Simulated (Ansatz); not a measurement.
The end point of a relaxation of SnO. Space group P4/nmm (No. 129), AFLOW prototype AB_tP4_129_a_c (B10, as in PbO). Method: r2SCAN (plane waves to 500 eV, PAW, scalar-relativistic; Ansatz, a quantum-chemistry and plane-wave program).

```cif
data_O2Sn2
_chemical_formula_sum 'Sn2 O2'
_space_group_name_H-M_alt 'P 1'
_space_group_IT_number 1
_cell_length_a 3.80745
_cell_length_b 3.80745
_cell_length_c 4.94155
_cell_angle_alpha 90.000
_cell_angle_beta 90.000
_cell_angle_gamma 90.000
loop_
_space_group_symop_operation_xyz
  'x, y, z'
loop_
_atom_site_label
_atom_site_type_symbol
_atom_site_fract_x
_atom_site_fract_y
_atom_site_fract_z
_atom_site_occupancy
Sn1 Sn 0.50000 0.00000 0.23222 1
Sn2 Sn 0.00000 0.50000 0.76778 1
O1 O 0.00000 0.00000 0.00000 1
O2 O 0.50000 0.50000 0.00000 1
```

Give the band gap at the level r2SCAN.

0.36 eV, indirect (valence top at Γ, conduction bottom at M) (no spin-orbit coupling).

Predict the smallest direct gap from r2SCAN.

2.36 eV at 12 % of the way from Γ to Z.

No spin polarisation in the result.

The run could not lose the symmetry of its start; a randomly shaken copy of 4 atoms returns to this structure.
